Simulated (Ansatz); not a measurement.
Geometry optimisation in Ansatz: input, command and trajectory.

```yaml
crystal:
  lattice:
    - [0.0, 3.9654996651, 3.9654996651]
    - [3.9654996651, 0.0, 3.9654996651]
    - [3.9654996651, 3.9654996651, 0.0]
  atoms:
    - { symbol: Sr, position: [0.5, 0.5, 0.5] }
    - { symbol: Sr, position: [0.75, 0.75, 0.75] }
    - { symbol: Pd, position: [0.125, 0.125, 0.125] }
    - { symbol: Pd, position: [0.625, 0.125, 0.125] }
    - { symbol: Pd, position: [0.125, 0.125, 0.625] }
    - { symbol: Pd, position: [0.125, 0.625, 0.125] }
basis:
  ecutwfc: 420
kpoints:
  mp_grid: { grid: [8, 8, 8] }
hamiltonian:
  xc: pbesol
scf:
  occupations: { method: gaussian, width: 0.1 }
output:
  forces: true
  stress: true
  eigenvalues: true
relax:
  adjacent_minimum: "off"
  f_tol: 0.005
  max_steps: 50
  cell: { stress_tol: 0.05 }
```

```bash
ansatz run input.yaml --threads 1 --pin off --max-ram 2560MiB --backend cpu --events-out ev --progress --plain --runs-dir out
```

Computed with DFT PBEsol, scalar-relativistic, plane waves, PAW (Ansatz).

Of 5 frames 5 are shown, positions in Å and forces in eV/Å; the SCF threshold varies from step to step. Steps run on the plane waves of an earlier cell, with a Pulay correction in the pressure. The basis is chosen afresh for the last frame, the zero of the energies, and at times for earlier ones too; energy and pressure step there, also at an unchanged geometry.

```xyz
6
Lattice="0.0000 3.9655 3.9655 3.9655 0.0000 3.9655 3.9655 3.9655 0.0000" Properties=species:S:1:pos:R:3:forces:R:3 pbc="T T T" step=1 free_energy_over_end_meV_per_atom=19.45 pressure_GPa=-4.92
Sr    3.9655    3.9655    3.9655    0.0000    0.0000    0.0000
Sr    5.9482    5.9482    5.9482    0.0000    0.0000    0.0000
Pd    0.9914    0.9914    0.9914    0.0000    0.0000    0.0000
Pd    0.9914    2.9741    2.9741    0.0000    0.0000    0.0000
Pd    2.9741    2.9741    0.9914    0.0000    0.0000    0.0000
Pd    2.9741    0.9914    2.9741    0.0000    0.0000    0.0000
6
Lattice="0.0000 3.8307 3.8307 3.8307 0.0000 3.8307 3.8307 3.8307 0.0000" Properties=species:S:1:pos:R:3:forces:R:3 pbc="T T T" step=2 free_energy_over_end_meV_per_atom=11.84 pressure_GPa=4.78
Sr    3.8307    3.8307    3.8307    0.0000    0.0000    0.0000
Sr    5.7460    5.7460    5.7460    0.0000    0.0000    0.0000
Pd    0.9577    0.9577    0.9577    0.0000    0.0000    0.0000
Pd    0.9577    2.8730    2.8730    0.0000    0.0000    0.0000
Pd    2.8730    2.8730    0.9577    0.0000    0.0000    0.0000
Pd    2.8730    0.9577    2.8730    0.0000    0.0000    0.0000
6
Lattice="0.0000 3.8948 3.8948 3.8948 0.0000 3.8948 3.8948 3.8948 0.0000" Properties=species:S:1:pos:R:3:forces:R:3 pbc="T T T" step=3 free_energy_over_end_meV_per_atom=-0.02 pressure_GPa=-0.51
Sr    3.8948    3.8948    3.8948    0.0000    0.0000    0.0000
Sr    5.8422    5.8422    5.8422    0.0000    0.0000    0.0000
Pd    0.9737    0.9737    0.9737    0.0000    0.0000    0.0000
Pd    0.9737    2.9211    2.9211    0.0000    0.0000    0.0000
Pd    2.9211    2.9211    0.9737    0.0000    0.0000    0.0000
Pd    2.9211    0.9737    2.9211    0.0000    0.0000    0.0000
6
Lattice="0.0000 3.8880 3.8880 3.8880 0.0000 3.8880 3.8880 3.8880 0.0000" Properties=species:S:1:pos:R:3:forces:R:3 pbc="T T T" step=4 free_energy_over_end_meV_per_atom=-0.20 pressure_GPa=-0.01
Sr    3.8880    3.8880    3.8880    0.0000    0.0000    0.0000
Sr    5.8321    5.8321    5.8321    0.0000    0.0000    0.0000
Pd    0.9720    0.9720    0.9720    0.0000    0.0000    0.0000
Pd    0.9720    2.9160    2.9160    0.0000    0.0000    0.0000
Pd    2.9160    2.9160    0.9720    0.0000    0.0000    0.0000
Pd    2.9160    0.9720    2.9160    0.0000    0.0000    0.0000
6
Lattice="0.0000 3.8880 3.8880 3.8880 0.0000 3.8880 3.8880 3.8880 0.0000" Properties=species:S:1:pos:R:3:forces:R:3 pbc="T T T" step=5 free_energy_over_end_meV_per_atom=0.00 pressure_GPa=0.00
Sr    3.8880    3.8880    3.8880    0.0000    0.0000    0.0000
Sr    5.8321    5.8321    5.8321    0.0000    0.0000    0.0000
Pd    0.9720    0.9720    0.9720    0.0000    0.0000    0.0000
Pd    0.9720    2.9160    2.9160    0.0000    0.0000    0.0000
Pd    2.9160    2.9160    0.9720    0.0000    0.0000    0.0000
Pd    2.9160    0.9720    2.9160    0.0000    0.0000    0.0000
```

Time: 60 s on 1 thread of Arm Neoverse V1, on a shared host, peak memory 0.46 GiB.